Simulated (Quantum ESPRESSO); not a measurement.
## W4S6PCl (one run as intended and one with a planted mistake)

A calculation, not a measurement. The program is pw.x of Quantum ESPRESSO 7.5 (plane-wave density functional theory). The cell is made up: 12 atoms on a layered 2H lattice, with randomly drawn elements, strain and displacements, not relaxed. PseudoDojo standard norm-conserving files (v0.5 for PBE, v0.4.1 for LDA and PBEsol) set the functional; there is no spin polarisation, spin-orbit coupling or dispersion term, and the masses in the input are unused placeholders.

Intended input:

```
&control calculation='scf', pseudo_dir='./dojo.nc.sr.pbe.v0_5.standard.upf', outdir='./o', disk_io='low', tprnfor=.true., tstress=.true. /
&system ibrav=0, nat=12, ntyp=4, nbnd=58, ecutwfc=74.01313486, nosym=.true., tot_charge=0,
 occupations='smearing', smearing='fd', degauss=0.0018374661
/
&electrons conv_thr=7.350e-09, electron_maxstep=60, /
ATOMIC_SPECIES
Cl 1.0 Cl.upf
P 1.0 P.upf
S 1.0 S.upf
W 1.0 W.upf
CELL_PARAMETERS angstrom
3.2692 0.0 0.0
0.0 5.6624 0.0
0.0 0.0 12.9533
ATOMIC_POSITIONS angstrom
W 0.0201 1.8769 3.1389
W 1.5994 0.9174 9.7227
W 1.6162 4.6927 3.3071
W -0.0672 3.7725 9.6983
S 0.0292 1.9055 8.1655
S 0.0779 1.9433 11.3112
S 1.609 0.7849 1.5314
S 1.7195 0.9579 4.8731
S 1.6712 4.5985 8.1614
S 1.6989 4.7566 11.2893
P 0.0016 3.8893 1.5852
Cl 0.053 3.7578 4.8442
K_POINTS automatic
7 4 2 1 1 1
```

The log is shortened where brackets say so; the opening notice, blank lines, dates and the lines on written files are dropped, and the path of the files is cut. It prints rydbergs, bohrs and kilobars, and counts compression as positive stress. Where no state is partly filled, the Fermi energy that it prints is only some level between the filled and the empty states on the mesh, and need not lie in the true gap.

Log of the intended run:

```
     Program PWSCF v.7.5
     Parallel version (MPI & OpenMP), running on       4 processor cores
     Number of MPI processes:                 4
     Threads/MPI process:                     1
     [start-up lines left out]
     bravais-lattice index     =            0
     lattice parameter (alat)  =       6.1779  a.u.
     unit-cell volume          =    1618.1511 (a.u.)^3
     number of atoms/cell      =           12
     number of atomic types    =            4
     number of electrons       =       104.00
     number of Kohn-Sham states=           58
     kinetic-energy cutoff     =      74.0131  Ry
     charge density cutoff     =     296.0525  Ry
     scf convergence threshold =      7.3E-09
     mixing beta               =       0.7000
     number of iterations used =            8  plain     mixing
     Exchange-correlation= PBE
                           (   1   4   3   4   0   0   0)
     [axes and pseudopotential details left out]
   Cartesian axes
     site n.     atom                  positions (alat units)
         1        W      tau(   1) = (   0.0061483   0.5741160   0.9601432  )
         2        W      tau(   2) = (   0.4892328   0.2806191   2.9740303  )
         3        W      tau(   3) = (   0.4943717   1.4354276   1.0115931  )
         4        W      tau(   4) = (  -0.0205555   1.1539520   2.9665667  )
         5        S      tau(   5) = (   0.0089318   0.5828643   2.4977059  )
         6        S      tau(   6) = (   0.0238285   0.5944268   3.4599290  )
         7        S      tau(   7) = (   0.4921693   0.2400893   0.4684326  )
         8        S      tau(   8) = (   0.5259697   0.2930075   1.4906093  )
         9        S      tau(   9) = (   0.5111954   1.4066132   2.4964517  )
        10        S      tau(  10) = (   0.5196684   1.4549737   3.4532301  )
        11        P      tau(  11) = (   0.0004894   1.1896794   0.4848893  )
        12        Cl     tau(  12) = (   0.0162119   1.1494555   1.4817692  )
     number of k points=    28  Fermi-Dirac smearing, width (Ry)=  0.0018
                       cart. coord. in units 2pi/alat
        k(    1) = (   0.0714286   0.0721690   0.0630959), wk =   0.0714286
        k(    2) = (   0.0714286   0.0721690  -0.0630959), wk =   0.0714286
     [further k points left out]
     Dense  grid:   139009 G-vectors     FFT dimensions: (  36,  60, 135)
     Estimated max dynamical RAM per process >     361.66 MB
     Estimated total dynamical RAM >       1.31 GB
     Initial potential from superposition of free atoms
     starting charge     103.9976, renormalised to     104.0000
     Starting wfcs are   72 randomized atomic wfcs
     total cpu time spent up to now is        4.2 secs
     per-process dynamical memory:   265.0 Mb
     Self-consistent Calculation
     iteration #  1     ecut=    74.01 Ry     beta= 0.70
     Davidson diagonalization with overlap
     ethr =  1.00E-02,  avg # of iterations =  2.0
     Threshold (ethr) on eigenvalues was too large:
     Diagonalizing with lowered threshold
     Davidson diagonalization with overlap
     ethr =  6.03E-04,  avg # of iterations =  2.4
     total cpu time spent up to now is       20.1 secs
     total energy              =    -785.69372918 Ry
     estimated scf accuracy    <       0.64199903 Ry
     iteration #  2     ecut=    74.01 Ry     beta= 0.70
     Davidson diagonalization with overlap
     ethr =  6.17E-04,  avg # of iterations =  7.8
     total cpu time spent up to now is       32.7 secs
     total energy              =    -784.55704685 Ry
     estimated scf accuracy    <      12.47432457 Ry
     [iterations 3 to 17 left out]
     iteration # 18     ecut=    74.01 Ry     beta= 0.70
     Davidson diagonalization with overlap
     ethr =  2.18E-10,  avg # of iterations =  3.6
     total cpu time spent up to now is      172.5 secs
     total energy              =    -786.01880158 Ry
     estimated scf accuracy    <       0.00000003 Ry
     iteration # 19     ecut=    74.01 Ry     beta= 0.70
     Davidson diagonalization with overlap
     ethr =  2.64E-11,  avg # of iterations =  5.1
     total cpu time spent up to now is      182.9 secs
     End of self-consistent calculation
     [lines on levels left out]
     the Fermi energy is    10.3291 ev
!    total energy              =    -786.01880158 Ry
     estimated scf accuracy    <          1.2E-09 Ry
     smearing contrib. (-TS)   =      -0.00000000 Ry
     internal energy E=F+TS    =    -786.01880158 Ry
     The total energy is F=E-TS. E is the sum of the following terms:
     one-electron contribution =    -376.20379079 Ry
     hartree contribution      =     223.78376241 Ry
     xc contribution           =    -182.88240502 Ry
     ewald contribution        =    -450.71636819 Ry
     convergence has been achieved in  19 iterations
     Forces acting on atoms (cartesian axes, Ry/au):
     atom    1 type  4   force =     0.00378006   -0.02017380    0.01585908
     atom    2 type  4   force =     0.05293966    0.02273647   -0.00393056
     atom    3 type  4   force =     0.03085174    0.03728028   -0.07076061
     atom    4 type  4   force =     0.09015300   -0.00745375    0.04741964
     atom    5 type  3   force =    -0.02432075   -0.02639095    0.01074904
     atom    6 type  3   force =    -0.03484222   -0.02219333   -0.03122457
     atom    7 type  3   force =     0.00836740    0.03041683    0.08096049
     atom    8 type  3   force =    -0.01774121    0.00952195   -0.07860199
     atom    9 type  3   force =    -0.04469206    0.04867971   -0.00830153
     atom   10 type  3   force =    -0.03919086   -0.01567457   -0.01510683
     atom   11 type  2   force =    -0.00550274   -0.03289985    0.04484428
     atom   12 type  1   force =    -0.01980202   -0.02384900    0.00809357
     Total force =     0.224950     Total SCF correction =     0.000137
     Computing stress (Cartesian axis) and pressure
          total   stress  (Ry/bohr**3)                   (kbar)     P=      -70.48
  -0.00051867  -0.00003476  -0.00008568          -76.30       -5.11      -12.60
  -0.00003476  -0.00051282  -0.00012372           -5.11      -75.44      -18.20
  -0.00008568  -0.00012372  -0.00040581          -12.60      -18.20      -59.70
     init_run     :      3.93s CPU      4.10s WALL (       1 calls)
     electrons    :    178.18s CPU    178.80s WALL (       1 calls)
     forces       :      2.07s CPU      2.09s WALL (       1 calls)
     stress       :      6.89s CPU      7.06s WALL (       1 calls)
     [timing details left out]
     PWSCF        :   3m11.17s CPU   3m12.24s WALL
     JOB DONE.
```

A second run has one planted mistake: two atoms have their elements exchanged. The input lines that differ, file-writing options aside:

```
- S 1.609 0.7849 1.5314
+ P 1.609 0.7849 1.5314
- P 0.0016 3.8893 1.5852
+ S 0.0016 3.8893 1.5852
```

Its log:

```
     Program PWSCF v.7.5
     Parallel version (MPI & OpenMP), running on       4 processor cores
     Number of MPI processes:                 4
     Threads/MPI process:                     1
     [start-up lines left out]
     bravais-lattice index     =            0
     lattice parameter (alat)  =       6.1779  a.u.
     unit-cell volume          =    1618.1511 (a.u.)^3
     number of atoms/cell      =           12
     number of atomic types    =            4
     number of electrons       =       104.00
     number of Kohn-Sham states=           58
     kinetic-energy cutoff     =      74.0131  Ry
     charge density cutoff     =     296.0525  Ry
     scf convergence threshold =      7.3E-09
     mixing beta               =       0.7000
     number of iterations used =            8  plain     mixing
     Exchange-correlation= PBE
                           (   1   4   3   4   0   0   0)
     [axes and pseudopotential details left out]
   Cartesian axes
     site n.     atom                  positions (alat units)
         1        W      tau(   1) = (   0.0061483   0.5741160   0.9601432  )
         2        W      tau(   2) = (   0.4892328   0.2806191   2.9740303  )
         3        W      tau(   3) = (   0.4943717   1.4354276   1.0115931  )
         4        W      tau(   4) = (  -0.0205555   1.1539520   2.9665667  )
         5        S      tau(   5) = (   0.0089318   0.5828643   2.4977059  )
         6        S      tau(   6) = (   0.0238285   0.5944268   3.4599290  )
         7        P      tau(   7) = (   0.4921693   0.2400893   0.4684326  )
         8        S      tau(   8) = (   0.5259697   0.2930075   1.4906093  )
         9        S      tau(   9) = (   0.5111954   1.4066132   2.4964517  )
        10        S      tau(  10) = (   0.5196684   1.4549737   3.4532301  )
        11        S      tau(  11) = (   0.0004894   1.1896794   0.4848893  )
        12        Cl     tau(  12) = (   0.0162119   1.1494555   1.4817692  )
     number of k points=    28  Fermi-Dirac smearing, width (Ry)=  0.0018
                       cart. coord. in units 2pi/alat
        k(    1) = (   0.0714286   0.0721690   0.0630959), wk =   0.0714286
        k(    2) = (   0.0714286   0.0721690  -0.0630959), wk =   0.0714286
     [further k points left out]
     Dense  grid:   139009 G-vectors     FFT dimensions: (  36,  60, 135)
     Estimated max dynamical RAM per process >     361.66 MB
     Estimated total dynamical RAM >       1.31 GB
     Initial potential from superposition of free atoms
     starting charge     103.9976, renormalised to     104.0000
     Starting wfcs are   72 randomized atomic wfcs
     total cpu time spent up to now is        4.1 secs
     per-process dynamical memory:   265.0 Mb
     Self-consistent Calculation
     iteration #  1     ecut=    74.01 Ry     beta= 0.70
     Davidson diagonalization with overlap
     ethr =  1.00E-02,  avg # of iterations =  2.0
     Threshold (ethr) on eigenvalues was too large:
     Diagonalizing with lowered threshold
     Davidson diagonalization with overlap
     ethr =  6.30E-04,  avg # of iterations =  2.1
     total cpu time spent up to now is       19.6 secs
     total energy              =    -785.66871852 Ry
     estimated scf accuracy    <       0.66908649 Ry
     iteration #  2     ecut=    74.01 Ry     beta= 0.70
     Davidson diagonalization with overlap
     ethr =  6.43E-04,  avg # of iterations =  9.4
     total cpu time spent up to now is       33.0 secs
     total energy              =    -784.42892490 Ry
     estimated scf accuracy    <      14.76323025 Ry
     [iterations 3 to 16 left out]
     iteration # 17     ecut=    74.01 Ry     beta= 0.70
     Davidson diagonalization with overlap
     ethr =  5.60E-11,  avg # of iterations =  2.7
     total cpu time spent up to now is      169.4 secs
     total energy              =    -786.02196260 Ry
     estimated scf accuracy    <       0.00000002 Ry
     iteration # 18     ecut=    74.01 Ry     beta= 0.70
     Davidson diagonalization with overlap
     ethr =  1.98E-11,  avg # of iterations =  3.2
     total cpu time spent up to now is      176.9 secs
     End of self-consistent calculation
     [lines on levels left out]
     the Fermi energy is    10.3036 ev
!    total energy              =    -786.02196260 Ry
     estimated scf accuracy    <          2.0E-09 Ry
     smearing contrib. (-TS)   =      -0.00000000 Ry
     internal energy E=F+TS    =    -786.02196260 Ry
     The total energy is F=E-TS. E is the sum of the following terms:
     one-electron contribution =    -376.53606039 Ry
     hartree contribution      =     223.94960308 Ry
     xc contribution           =    -182.88599550 Ry
     ewald contribution        =    -450.54950980 Ry
     convergence has been achieved in  18 iterations
     Forces acting on atoms (cartesian axes, Ry/au):
     atom    1 type  4   force =     0.00144690   -0.02976372    0.02965899
     atom    2 type  4   force =     0.05281546    0.02302340   -0.00290000
     atom    3 type  4   force =     0.03531482    0.04359919   -0.07958353
     atom    4 type  4   force =     0.09026203   -0.00817552    0.04584754
     atom    5 type  3   force =    -0.02435964   -0.02631058    0.01064538
     atom    6 type  3   force =    -0.03470495   -0.02330861   -0.03036269
     atom    7 type  2   force =     0.00794730    0.03297877    0.03951370
     atom    8 type  3   force =    -0.01705190   -0.00020169   -0.07605233
     atom    9 type  3   force =    -0.04461844    0.04871618   -0.00810180
     atom   10 type  3   force =    -0.03934950   -0.01451422   -0.01541861
     atom   11 type  3   force =    -0.00558493   -0.03263086    0.07861914
     atom   12 type  1   force =    -0.02211716   -0.01341233    0.00813419
     Total force =     0.228445     Total SCF correction =     0.000241
     Computing stress (Cartesian axis) and pressure
          total   stress  (Ry/bohr**3)                   (kbar)     P=      -69.88
  -0.00051745  -0.00003666  -0.00008718          -76.12       -5.39      -12.82
  -0.00003666  -0.00052183  -0.00012498           -5.39      -76.76      -18.39
  -0.00008718  -0.00012498  -0.00038579          -12.82      -18.39      -56.75
     init_run     :      3.90s CPU      4.05s WALL (       1 calls)
     electrons    :    172.31s CPU    172.84s WALL (       1 calls)
     forces       :      2.05s CPU      2.08s WALL (       1 calls)
     stress       :      6.78s CPU      6.96s WALL (       1 calls)
     [timing details left out]
     PWSCF        :   3m 5.14s CPU   3m 6.11s WALL
     JOB DONE.
```

```
                                            intended run  run with the mistake
                          free energy (eV)    -10694.331            -10694.374
                    smearing term -TS (eV)        0.0000                0.0000
                            pressure (GPa)         -7.05                 -6.99
            largest force component (eV/Å)         2.318                 2.321
largest change of a force component (eV/Å)                               1.066
                                iterations            19                    18
```

For scale, a rerun of the intended cell at a cutoff of 1227 eV and k mesh 9 x 6 x 4 moved values by no more than 0.006 eV in energy, 0.03 GPa in stress and 0.003 eV/Å in force.